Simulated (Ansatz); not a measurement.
Input, command and steps of an Ansatz relaxation.

```yaml
crystal:
  lattice:
    - [6.4301231154, 0.0, 0.0]
    - [-3.2150615577, 5.5686499674, 0.0]
    - [0.0, 0.0, 3.780562703]
  atoms:
    - { symbol: Sc, position: [0.0, 0.5768976624, 0.0] }
    - { symbol: Sc, position: [0.4231023376, 0.4231023376, 0.0] }
    - { symbol: Sc, position: [0.5768976624, 0.0, 0.0] }
    - { symbol: Ge, position: [0.3333333333, 0.6666666667, 0.5] }
    - { symbol: Ge, position: [0.6666666667, 0.3333333333, 0.5] }
    - { symbol: Ge, position: [0.0, 0.0, 0.0] }
    - { symbol: Pd, position: [0.0, 0.2488130891, 0.5] }
    - { symbol: Pd, position: [0.7511869109, 0.7511869109, 0.5] }
    - { symbol: Pd, position: [0.2488130891, 0.0, 0.5] }
basis:
  ecutwfc: 500
kpoints:
  mp_grid: { grid: [6, 6, 10] }
hamiltonian:
  xc: r2scan
scf:
  occupations: { method: gaussian, width: 0.1 }
output:
  forces: true
  stress: true
  eigenvalues: true
relax:
  adjacent_minimum: "off"
  f_tol: 0.01
  max_steps: 30
  cell: { stress_tol: 0.1, fix: [volume] }
```

```bash
ansatz run input.yaml --threads 2 --pin off --max-ram 5120MiB --backend cpu --events-out ev --progress --plain --runs-dir out
```

Computed with DFT r2SCAN, scalar-relativistic, plane waves, PAW (Ansatz 0.2.0).

The volume is held at 0.88 times that of the relaxed cell.

Of 3 frames 3 are shown, positions in Å and forces in eV/Å; the SCF threshold varies from step to step. Steps run on the plane waves of an earlier cell, with a Pulay correction in the pressure. The basis is chosen afresh for the last frame, the zero of the energies, and at times for earlier ones too; energy and pressure step there, also at an unchanged geometry.

```xyz
9
Lattice="6.4301 0.0000 0.0000 -3.2151 5.5686 0.0000 0.0000 0.0000 3.7806" Properties=species:S:1:pos:R:3:forces:R:3 pbc="T T T" step=1 free_energy_over_end_meV_per_atom=0.00 pressure_GPa=22.48
Sc   -1.8548    3.2125    0.0000    0.0003   -0.0006    0.0000
Sc    1.3603    2.3561    0.0000    0.0003    0.0006    0.0000
Sc    3.7095    0.0000    0.0000   -0.0007    0.0000    0.0000
Ge    0.0000    3.7124    1.8903    0.0000    0.0000    0.0000
Ge    3.2151    1.8562    1.8903    0.0000    0.0000    0.0000
Ge    0.0000    0.0000    0.0000    0.0000    0.0000    0.0000
Pd   -0.7999    1.3856    1.8903   -0.0087    0.0152    0.0000
Pd    2.4151    4.1831    1.8903   -0.0087   -0.0152    0.0000
Pd    1.5999    0.0000    1.8903    0.0175    0.0000    0.0000
9
Lattice="6.4318 0.0000 0.0000 -3.2159 5.5701 0.0000 0.0000 0.0000 3.7786" Properties=species:S:1:pos:R:3:forces:R:3 pbc="T T T" step=2 free_energy_over_end_meV_per_atom=0.00 pressure_GPa=22.48
Sc   -1.8555    3.2139    0.0000   -0.0002    0.0003    0.0000
Sc    1.3604    2.3562    0.0000   -0.0002   -0.0003    0.0000
Sc    3.7111    0.0000    0.0000    0.0004    0.0000    0.0000
Ge    0.0000    3.7134    1.8893    0.0000    0.0000    0.0000
Ge    3.2159    1.8567    1.8893    0.0000    0.0000    0.0000
Ge    0.0000    0.0000    0.0000    0.0000    0.0000    0.0000
Pd   -0.8008    1.3871    1.8893    0.0034   -0.0059    0.0000
Pd    2.4151    4.1830    1.8893    0.0034    0.0059    0.0000
Pd    1.6016    0.0000    1.8893   -0.0069    0.0000    0.0000
9
Lattice="6.4318 0.0000 0.0000 -3.2159 5.5701 0.0000 0.0000 0.0000 3.7786" Properties=species:S:1:pos:R:3:forces:R:3 pbc="T T T" step=3 free_energy_over_end_meV_per_atom=0.00 pressure_GPa=22.48
Sc   -1.8555    3.2139    0.0000   -0.0002    0.0003    0.0000
Sc    1.3604    2.3562    0.0000   -0.0002   -0.0003    0.0000
Sc    3.7111    0.0000    0.0000    0.0003    0.0000    0.0000
Ge    0.0000    3.7134    1.8893    0.0000    0.0000    0.0000
Ge    3.2159    1.8567    1.8893    0.0000    0.0000    0.0000
Ge    0.0000    0.0000    0.0000    0.0000    0.0000    0.0000
Pd   -0.8008    1.3871    1.8893    0.0034   -0.0060    0.0000
Pd    2.4151    4.1830    1.8893    0.0034    0.0060    0.0000
Pd    1.6016    0.0000    1.8893   -0.0069    0.0000    0.0000
```

The run took 79 s on 2 threads of Oxide Virtual Turin-like Processor (Zen 5), on a shared host, peak memory 0.99 GiB.